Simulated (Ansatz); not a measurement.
A geometry of GaCuSe₂ away from equilibrium: the start of the relaxation of a relaxed GaCuSe2 cell shaken by Gaussian noise of σ = 0.08 Å a coordinate. Method: r2SCAN (plane waves to 500 eV, PAW, scalar-relativistic; Ansatz, a first-principles code). Γ-centred k-mesh 5×5×6 on the run's cell (coarser than for final values), Fermi–Dirac smearing 0.05 eV.

```xyz
8
Lattice="-2.8039 2.8039 5.5482 2.8039 -2.8039 5.5482 2.8039 2.8039 -5.5482" Properties=species:S:1:pos:R:3 pbc="T T T"
Cu     0.0536     2.8826     2.6784
Cu     0.0338     0.0858     0.0048
Ga     2.7766     0.0687     2.8382
Ga     0.0740    -0.0744     5.4969
Se     1.2990     1.3390    -1.4740
Se     1.3377     1.3291     4.1828
Se     1.4364    -1.4999     6.9002
Se     1.4447     4.1422     1.2903
```

### Question
Which atoms carry the largest force, and which way does it point?

### Answer
1.44 eV/Å, on Se6 (atoms numbered as listed); on Se6 its components are (0.32, 1.31, -0.50).

### Question
What is the pressure?

### Answer
+0.9 GPa, compression positive.

### Question
How much energy per atom can still be gained by relaxing?

### Answer
0.04 eV/atom; the path ends in I-42d (No. 122) (chalcopyrite type).

No spin polarisation in the result.
